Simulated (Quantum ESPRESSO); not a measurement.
# Zn3S4Se: input and log of a self-consistent run

Computed values, not a measurement. The program is pw.x of Quantum ESPRESSO 7.5 (plane-wave density functional theory). The cell is made up: 8 atoms on a zincblende/diamond lattice, with randomly drawn elements, strain and displacements, not relaxed. PseudoDojo standard norm-conserving files (v0.5 for PBE, v0.4.1 for LDA and PBEsol) set the functional; there is no spin polarisation, spin-orbit coupling or dispersion term, and the masses in the input are unused placeholders. A spin-polarised start on this cell or one of its family kept no moment.

Input:

```
&control calculation='scf', pseudo_dir='./dojo.nc.sr.pbe.v0_5.standard.upf', outdir='./o', disk_io='low', tprnfor=.true., tstress=.true. /
&system ibrav=0, nat=8, ntyp=3, nbnd=60, ecutwfc=85.99341389, nosym=.true., tot_charge=0,
 occupations='smearing', smearing='fd', degauss=0.0073498644
/
&electrons conv_thr=7.350e-09, electron_maxstep=60, /
ATOMIC_SPECIES
S 1.0 S.upf
Se 1.0 Se.upf
Zn 1.0 Zn.upf
CELL_PARAMETERS angstrom
5.412 -0.0153 0.0831
-0.0153 5.3642 0.0337
0.0831 0.0337 5.4312
ATOMIC_POSITIONS angstrom
Zn 0.0216 -0.0811 -0.0626
Zn 0.054 2.6379 2.7219
S 2.7614 0.0401 2.8856
Zn 2.7432 2.7624 0.018
Se 1.4387 1.3578 1.3563
S 1.3953 4.0856 4.1289
S 4.0138 1.3076 4.1351
S 4.0322 4.0991 1.4706
K_POINTS automatic
6 6 6 1 1 1
```

The log is shortened where brackets say so; the opening notice, blank lines, dates and the lines on written files are dropped, and the path of the files is cut. It prints rydbergs, bohrs and kilobars, and counts compression as positive stress.

```
     Program PWSCF v.7.5
     Parallel version (MPI & OpenMP), running on       4 processor cores
     Number of MPI processes:                 4
     Threads/MPI process:                     1
     [start-up lines left out]
     bravais-lattice index     =            0
     lattice parameter (alat)  =      10.2284  a.u.
     unit-cell volume          =    1063.7325 (a.u.)^3
     number of atoms/cell      =            8
     number of atomic types    =            3
     number of electrons       =       100.00
     number of Kohn-Sham states=           60
     kinetic-energy cutoff     =      85.9934  Ry
     charge density cutoff     =     343.9737  Ry
     scf convergence threshold =      7.3E-09
     mixing beta               =       0.7000
     number of iterations used =            8  plain     mixing
     Exchange-correlation= PBE
                           (   1   4   3   4   0   0   0)
     [axes and pseudopotential details left out]
   Cartesian axes
     site n.     atom                  positions (alat units)
         1        Zn     tau(   1) = (   0.0039906  -0.0149834  -0.0115655  )
         2        Zn     tau(   2) = (   0.0099766   0.4873575   0.5028766  )
         3        S      tau(   3) = (   0.5101743   0.0074086   0.5331205  )
         4        Zn     tau(   4) = (   0.5068118   0.5103591   0.0033255  )
         5        Se     tau(   5) = (   0.2658028   0.2508563   0.2505792  )
         6        S      tau(   6) = (   0.2577845   0.7548230   0.7628228  )
         7        S      tau(   7) = (   0.7415578   0.2415818   0.7639682  )
         8        S      tau(   8) = (   0.7449573   0.7573172   0.2716964  )
     number of k points=   108  Fermi-Dirac smearing, width (Ry)=  0.0073
     Number of k-points >= 100: set verbosity='high' to print them.
     Dense  grid:   114597 G-vectors     FFT dimensions: (  64,  60,  64)
     Estimated max dynamical RAM per process >     527.90 MB
     Estimated total dynamical RAM >       1.98 GB
     Initial potential from superposition of free atoms
     starting charge      99.9994, renormalised to     100.0000
     Starting wfcs are   55 randomized atomic wfcs +    5 random wfcs
     total cpu time spent up to now is        7.2 secs
     per-process dynamical memory:   456.4 Mb
     Self-consistent Calculation
     iteration #  1     ecut=    85.99 Ry     beta= 0.70
     Davidson diagonalization with overlap
     ethr =  1.00E-02,  avg # of iterations =  6.6
     Threshold (ethr) on eigenvalues was too large:
     Diagonalizing with lowered threshold
     Davidson diagonalization with overlap
     ethr =  2.73E-04,  avg # of iterations =  4.8
     total cpu time spent up to now is       48.8 secs
     total energy              =   -1584.67823084 Ry
     estimated scf accuracy    <       0.27365876 Ry
     iteration #  2     ecut=    85.99 Ry     beta= 0.70
     Davidson diagonalization with overlap
     ethr =  2.74E-04,  avg # of iterations =  3.5
     total cpu time spent up to now is       69.7 secs
     total energy              =   -1584.73883681 Ry
     estimated scf accuracy    <       0.19463133 Ry
     iteration #  3     ecut=    85.99 Ry     beta= 0.70
     Davidson diagonalization with overlap
     ethr =  1.95E-04,  avg # of iterations =  2.1
     total cpu time spent up to now is       88.0 secs
     total energy              =   -1584.77824142 Ry
     estimated scf accuracy    <       0.02400149 Ry
     iteration #  4     ecut=    85.99 Ry     beta= 0.70
     Davidson diagonalization with overlap
     ethr =  2.40E-05,  avg # of iterations =  6.9
     total cpu time spent up to now is      108.5 secs
     total energy              =   -1584.78432967 Ry
     estimated scf accuracy    <       0.00478961 Ry
     iteration #  5     ecut=    85.99 Ry     beta= 0.70
     Davidson diagonalization with overlap
     c_bands:  1 eigenvalues not converged
     ethr =  4.79E-06,  avg # of iterations =  4.7
     total cpu time spent up to now is      126.8 secs
     total energy              =   -1584.78509924 Ry
     estimated scf accuracy    <       0.00021757 Ry
     iteration #  6     ecut=    85.99 Ry     beta= 0.70
     Davidson diagonalization with overlap
     ethr =  2.18E-07,  avg # of iterations =  4.0
     total cpu time spent up to now is      145.8 secs
     total energy              =   -1584.78516019 Ry
     estimated scf accuracy    <       0.00012215 Ry
     iteration #  7     ecut=    85.99 Ry     beta= 0.70
     Davidson diagonalization with overlap
     ethr =  1.22E-07,  avg # of iterations =  2.0
     total cpu time spent up to now is      162.4 secs
     total energy              =   -1584.78518245 Ry
     estimated scf accuracy    <       0.00000285 Ry
     iteration #  8     ecut=    85.99 Ry     beta= 0.70
     Davidson diagonalization with overlap
     ethr =  2.85E-09,  avg # of iterations =  4.1
     total cpu time spent up to now is      183.0 secs
     total energy              =   -1584.78518341 Ry
     estimated scf accuracy    <       0.00000167 Ry
     iteration #  9     ecut=    85.99 Ry     beta= 0.70
     Davidson diagonalization with overlap
     ethr =  1.67E-09,  avg # of iterations =  2.0
     total cpu time spent up to now is      199.7 secs
     total energy              =   -1584.78518373 Ry
     estimated scf accuracy    <       0.00000016 Ry
     iteration # 10     ecut=    85.99 Ry     beta= 0.70
     Davidson diagonalization with overlap
     ethr =  1.60E-10,  avg # of iterations =  2.0
     total cpu time spent up to now is      216.8 secs
     total energy              =   -1584.78518377 Ry
     estimated scf accuracy    <       0.00000002 Ry
     iteration # 11     ecut=    85.99 Ry     beta= 0.70
     Davidson diagonalization with overlap
     ethr =  2.46E-11,  avg # of iterations =  3.0
     total cpu time spent up to now is      234.2 secs
     End of self-consistent calculation
     Number of k-points >= 100: set verbosity='high' to print the bands.
     the Fermi energy is     9.5324 ev
!    total energy              =   -1584.78518378 Ry
     estimated scf accuracy    <          2.0E-09 Ry
     smearing contrib. (-TS)   =      -0.00687192 Ry
     internal energy E=F+TS    =   -1584.77831186 Ry
     The total energy is F=E-TS. E is the sum of the following terms:
     one-electron contribution =   -1274.51101993 Ry
     hartree contribution      =     659.77289060 Ry
     xc contribution           =    -208.56164975 Ry
     ewald contribution        =    -761.47853278 Ry
     convergence has been achieved in  11 iterations
     Forces acting on atoms (cartesian axes, Ry/au):
     atom    1 type  3   force =    -0.02515690    0.02465580    0.01453435
     atom    2 type  3   force =    -0.02426416    0.02635753    0.00952522
     atom    3 type  1   force =     0.01821129    0.00866210    0.07207946
     atom    4 type  3   force =     0.01710843    0.02220462   -0.00460306
     atom    5 type  2   force =    -0.05424696    0.01160363   -0.05794084
     atom    6 type  1   force =    -0.02466893   -0.06110489   -0.00160005
     atom    7 type  1   force =     0.04823403    0.02851748    0.02073140
     atom    8 type  1   force =     0.04478320   -0.06089626   -0.05272648
     Total force =     0.179104     Total SCF correction =     0.000306
     Computing stress (Cartesian axis) and pressure
          total   stress  (Ry/bohr**3)                   (kbar)     P=      101.15
   0.00064113  -0.00008523  -0.00024117           94.31      -12.54      -35.48
  -0.00008523   0.00064778   0.00002167          -12.54       95.29        3.19
  -0.00024117   0.00002167   0.00077384          -35.48        3.19      113.84
     init_run     :      6.86s CPU      7.12s WALL (       1 calls)
     electrons    :    226.11s CPU    227.02s WALL (       1 calls)
     forces       :      2.46s CPU      2.47s WALL (       1 calls)
     stress       :      8.40s CPU      8.41s WALL (       1 calls)
     [timing details left out]
     PWSCF        :   4m 3.97s CPU   4m 5.20s WALL
     JOB DONE.
```

In other units: free energy -21562.101 eV for the cell, pressure 10.11 GPa, largest force component 1.853 eV/Å. A rerun of a related cell, with the same atoms placed differently, at 1467 eV and a 8 x 8 x 8 mesh moved values by no more than 0.002 eV in energy, 0.02 GPa in stress and 0.006 eV/Å in force.